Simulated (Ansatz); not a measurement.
Re: tetragonal deformation path

Computed with DFT r2SCAN, scalar-relativistic, plane waves, PAW in Ansatz. The runs took a 500 eV cutoff, a Γ-centred 22×22×22 mesh and Gaussian smearing (0.15 eV). Spin–orbit coupling is left out, which can shift energies with elements as heavy as these. No spin polarisation. Energies are free energies at this smearing, counted from the undisturbed cell; pressure is positive in compression.

Reference structure (as given, not relaxed at this level; it stands at -15.4 GPa; this fcc form isn't the usual structure):

```
Re
1.0
     0.00000    1.97500    1.97500
     1.97500    0.00000    1.97500
     1.97500    1.97500    0.00000
Re
1
Cartesian
  0.0000 0.0000 0.0000
```

At fixed volume and fractional coordinates, lengths along (0.000, 0.000, 1.000) are scaled against those across it; ρ is that ratio over its starting value. The cell is metallic on the mesh throughout. At ρ = 0.707 the cell becomes cubic (Im-3m), and there the slope of the energy vanishes by symmetry. At -15 GPa the given cell is far from its own equilibrium, so these figures belong to a strongly strained crystal.

| ρ | ΔE (meV/atom) | pressure (GPa) |
| --- | --- | --- |
| 0.650 | 203.0 | -12.6 |
| 0.707 | 200.9 | -13.0 |
| 0.780 | 203.7 | -12.7 |
| 0.850 | 141.4 | -13.4 |
| 0.920 | 52.0 | -14.6 |
| 0.960 | ? | ? |
| 1.000 | 0.0 | -15.4 |
| 1.050 | 21.5 | -15.0 |
| 1.100 | ? | ? |
| 1.200 | 278.6 | -10.0 |
| 1.300 | ? | ? |
| 1.414 | ? | ? |
| 1.500 | 1197.2 | 15.8 |

Give the withheld values.

ΔE (meV/atom) at ρ = 0.960: 13.8; pressure (GPa) at ρ = 0.960: -15.2; ΔE (meV/atom) at ρ = 1.100: 83.2; pressure (GPa) at ρ = 1.100: -13.9; ΔE (meV/atom) at ρ = 1.300: 550.3; pressure (GPa) at ρ = 1.300: -3.5; ΔE (meV/atom) at ρ = 1.414: 907.7; pressure (GPa) at ρ = 1.414: 6.5.